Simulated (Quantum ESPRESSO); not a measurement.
# C2Ge3Si3: input and log of a self-consistent run

Computed values, not a measurement. The program is pw.x of Quantum ESPRESSO 7.5 (plane-wave density functional theory). The cell is made up: 8 atoms on a zincblende/diamond lattice, with randomly drawn elements, strain and displacements, not relaxed. PseudoDojo standard norm-conserving files (v0.5 for PBE, v0.4.1 for LDA and PBEsol) set the functional; there is no spin polarisation, spin-orbit coupling or dispersion term, and the masses in the input are unused placeholders.

Input:

```
&control calculation='scf', pseudo_dir='./dojo.nc.sr.pbe.v0_5.standard.upf', outdir='./o', disk_io='low', tprnfor=.true., tstress=.true. /
&system ibrav=0, nat=8, ntyp=3, nbnd=41, ecutwfc=82.02448710, nosym=.true., tot_charge=0,
 occupations='smearing', smearing='fd', degauss=0.0073498644
/
&electrons conv_thr=7.350e-09, electron_maxstep=60, /
ATOMIC_SPECIES
C 1.0 C.upf
Ge 1.0 Ge.upf
Si 1.0 Si.upf
CELL_PARAMETERS angstrom
5.7354 0.0 0.0
0.0 5.7354 0.0
0.0 0.0 5.7354
ATOMIC_POSITIONS angstrom
C -0.0336 -0.085 0.106
Ge -0.0789 2.9038 2.8329
Si 2.8199 -0.0567 2.8704
Ge 2.9146 2.8329 0.0503
Si 1.5502 1.4757 1.379
Ge 1.2917 4.2824 4.285
Si 4.3178 1.4356 4.3077
C 4.1657 4.3127 1.3257
K_POINTS automatic
6 6 6 1 1 1
```

The log is shortened where brackets say so; the opening notice, blank lines, dates and the lines on written files are dropped, and the path of the files is cut. It prints rydbergs, bohrs and kilobars, and counts compression as positive stress.

```
     Program PWSCF v.7.5
     Parallel version (MPI & OpenMP), running on       4 processor cores
     Number of MPI processes:                 4
     Threads/MPI process:                     1
     [start-up lines left out]
     bravais-lattice index     =            0
     lattice parameter (alat)  =      10.8383  a.u.
     unit-cell volume          =    1273.1739 (a.u.)^3
     number of atoms/cell      =            8
     number of atomic types    =            3
     number of electrons       =        62.00
     number of Kohn-Sham states=           41
     kinetic-energy cutoff     =      82.0245  Ry
     charge density cutoff     =     328.0979  Ry
     scf convergence threshold =      7.3E-09
     mixing beta               =       0.7000
     number of iterations used =            8  plain     mixing
     Exchange-correlation= PBE
                           (   1   4   3   4   0   0   0)
     [axes and pseudopotential details left out]
   Cartesian axes
     site n.     atom                  positions (alat units)
         1        C      tau(   1) = (  -0.0058584  -0.0148202   0.0184817  )
         2        Ge     tau(   2) = (  -0.0137567   0.5062942   0.4939324  )
         3        Si     tau(   3) = (   0.4916658  -0.0098860   0.5004708  )
         4        Ge     tau(   4) = (   0.5081773   0.4939324   0.0087701  )
         5        Si     tau(   5) = (   0.2702863   0.2572968   0.2404366  )
         6        Ge     tau(   6) = (   0.2252153   0.7466611   0.7471144  )
         7        Si     tau(   7) = (   0.7528333   0.2503051   0.7510723  )
         8        C      tau(   8) = (   0.7263138   0.7519441   0.2311434  )
     number of k points=   108  Fermi-Dirac smearing, width (Ry)=  0.0073
     Number of k-points >= 100: set verbosity='high' to print them.
     Dense  grid:   127675 G-vectors     FFT dimensions: (  64,  64,  64)
     Estimated max dynamical RAM per process >     433.60 MB
     Estimated total dynamical RAM >       1.60 GB
     Initial potential from superposition of free atoms
     starting charge      61.9956, renormalised to      62.0000
     Starting wfcs are   47 randomized atomic wfcs
     total cpu time spent up to now is        8.1 secs
     per-process dynamical memory:   366.0 Mb
     Self-consistent Calculation
     iteration #  1     ecut=    82.02 Ry     beta= 0.70
     Davidson diagonalization with overlap
     ethr =  1.00E-02,  avg # of iterations =  3.1
     Threshold (ethr) on eigenvalues was too large:
     Diagonalizing with lowered threshold
     Davidson diagonalization with overlap
     ethr =  5.28E-04,  avg # of iterations =  2.0
     total cpu time spent up to now is       44.1 secs
     total energy              =    -584.54035375 Ry
     estimated scf accuracy    <       0.32711981 Ry
     iteration #  2     ecut=    82.02 Ry     beta= 0.70
     Davidson diagonalization with overlap
     ethr =  5.28E-04,  avg # of iterations =  6.5
     total cpu time spent up to now is       67.5 secs
     total energy              =    -584.43867834 Ry
     estimated scf accuracy    <       1.60510767 Ry
     iteration #  3     ecut=    82.02 Ry     beta= 0.70
     Davidson diagonalization with overlap
     ethr =  5.28E-04,  avg # of iterations =  4.5
     total cpu time spent up to now is       89.6 secs
     total energy              =    -584.68201530 Ry
     estimated scf accuracy    <       0.01354570 Ry
     iteration #  4     ecut=    82.02 Ry     beta= 0.70
     Davidson diagonalization with overlap
     ethr =  2.18E-05,  avg # of iterations =  7.5
     total cpu time spent up to now is      115.5 secs
     total energy              =    -584.68390330 Ry
     estimated scf accuracy    <       0.00454224 Ry
     iteration #  5     ecut=    82.02 Ry     beta= 0.70
     Davidson diagonalization with overlap
     ethr =  7.33E-06,  avg # of iterations =  2.8
     total cpu time spent up to now is      134.3 secs
     total energy              =    -584.68446241 Ry
     estimated scf accuracy    <       0.00213133 Ry
     iteration #  6     ecut=    82.02 Ry     beta= 0.70
     Davidson diagonalization with overlap
     ethr =  3.44E-06,  avg # of iterations =  2.0
     total cpu time spent up to now is      150.3 secs
     total energy              =    -584.68478097 Ry
     estimated scf accuracy    <       0.00077399 Ry
     iteration #  7     ecut=    82.02 Ry     beta= 0.70
     Davidson diagonalization with overlap
     ethr =  1.25E-06,  avg # of iterations =  2.0
     total cpu time spent up to now is      165.5 secs
     total energy              =    -584.68488967 Ry
     estimated scf accuracy    <       0.00002305 Ry
     iteration #  8     ecut=    82.02 Ry     beta= 0.70
     Davidson diagonalization with overlap
     ethr =  3.72E-08,  avg # of iterations =  4.0
     total cpu time spent up to now is      183.6 secs
     total energy              =    -584.68489712 Ry
     estimated scf accuracy    <       0.00000237 Ry
     iteration #  9     ecut=    82.02 Ry     beta= 0.70
     Davidson diagonalization with overlap
     ethr =  3.82E-09,  avg # of iterations =  2.3
     total cpu time spent up to now is      200.2 secs
     total energy              =    -584.68489746 Ry
     estimated scf accuracy    <       0.00000075 Ry
     iteration # 10     ecut=    82.02 Ry     beta= 0.70
     Davidson diagonalization with overlap
     ethr =  1.21E-09,  avg # of iterations =  2.0
     total cpu time spent up to now is      216.2 secs
     total energy              =    -584.68489757 Ry
     estimated scf accuracy    <       0.00000006 Ry
     iteration # 11     ecut=    82.02 Ry     beta= 0.70
     Davidson diagonalization with overlap
     ethr =  1.02E-10,  avg # of iterations =  3.6
     total cpu time spent up to now is      234.2 secs
     End of self-consistent calculation
     Number of k-points >= 100: set verbosity='high' to print the bands.
     the Fermi energy is     4.7462 ev
!    total energy              =    -584.68489758 Ry
     estimated scf accuracy    <          5.1E-09 Ry
     smearing contrib. (-TS)   =      -0.00309314 Ry
     internal energy E=F+TS    =    -584.68180444 Ry
     The total energy is F=E-TS. E is the sum of the following terms:
     one-electron contribution =    -375.56246954 Ry
     hartree contribution      =     218.42786240 Ry
     xc contribution           =    -147.15861003 Ry
     ewald contribution        =    -280.38858728 Ry
     convergence has been achieved in  11 iterations
     Forces acting on atoms (cartesian axes, Ry/au):
     atom    1 type  1   force =    -0.00493200    0.01584752   -0.02791355
     atom    2 type  2   force =    -0.03035080   -0.00257618   -0.05781896
     atom    3 type  3   force =     0.03968230   -0.00415209   -0.03712982
     atom    4 type  2   force =     0.03832863    0.06391458   -0.00930947
     atom    5 type  3   force =    -0.07536568   -0.06601330    0.02766115
     atom    6 type  2   force =    -0.00014840    0.04634783    0.05692534
     atom    7 type  3   force =     0.01775051   -0.05904294    0.02052841
     atom    8 type  1   force =     0.01503543    0.00567459    0.02705691
     Total force =     0.187993     Total SCF correction =     0.000244
     Computing stress (Cartesian axis) and pressure
          total   stress  (Ry/bohr**3)                   (kbar)     P=     -131.57
  -0.00089181   0.00011362  -0.00006836         -131.19       16.71      -10.06
   0.00011362  -0.00090114  -0.00011107           16.71     -132.56      -16.34
  -0.00006836  -0.00011107  -0.00089021          -10.06      -16.34     -130.95
     init_run     :      7.61s CPU      7.99s WALL (       1 calls)
     electrons    :    224.95s CPU    226.10s WALL (       1 calls)
     forces       :      2.71s CPU      2.72s WALL (       1 calls)
     stress       :      9.53s CPU      9.55s WALL (       1 calls)
     [timing details left out]
     PWSCF        :   4m 5.08s CPU   4m 6.65s WALL
     JOB DONE.
```

In other units: free energy -7955.043 eV for the cell, pressure -13.16 GPa, largest force component 1.938 eV/Å. A rerun of a related cell, with the same atoms placed differently, at 1347 eV and a 8 x 8 x 8 mesh moved values by no more than 0.003 eV in energy, 0.03 GPa in stress and 0.005 eV/Å in force.